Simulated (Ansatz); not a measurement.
The start is a relaxed ZnO cell deformed by the Cartesian strain tensor (xx, yy, zz, yz, xz, xy) = (0.056, 0.025, -0.065, -0.001, -0.015, -0.029). A full variable-cell relaxation at zero pressure is run with PBE (plane waves to 420 eV, PAW, scalar-relativistic; Ansatz, an electronic-structure program). The first steps use a coarse 8×8×5 k-mesh.

Starting cell:
```
CELL_PARAMETERS angstrom
      3.46359    -0.09512    -0.04756
     -1.81417     2.95906     0.02236
     -0.07676    -0.00265     4.94997
ATOMIC_POSITIONS crystal
  Zn 0.66667 0.33333 0.00214
  Zn 0.33333 0.66667 0.50214
  O  0.66667 0.33333 0.62306
  O  0.33333 0.66667 0.12306
```

```json
{
 "volume_change": "-1.1 %, from 12.47 to 12.33 Å³/atom",
 "relative_to_the_parent": "It relaxes back to the parent, P6₃mc (No. 186)",
 "Shortest distances (start → end)": "The closest pairs of elements (up to four, under 3.6 Å), start → end: O–Zn 1.88 → 2.00 Å; Zn–Zn 3.10 → 3.25 Å; O–O 3.10 → 3.25 Å",
 "optimiser_moves": "8"
}
```

Relaxed structure:

Space group P6₃mc (No. 186); a = 3.2800 Å, b = 3.2800 Å, c = 5.2940 Å, α = 90.00°, β = 90.00°, γ = 120.00°

```
atom  site  symmetry       x       y       z
----  ----  --------  ------  ------  ------
Zn      2b       3m.  0.6667  0.3333  0.0021
O       2b       3m.  0.3333  0.6667  0.1231
```

Final values are on a 12×12×6 k-mesh of the relaxed cell. No spin polarisation in the result.
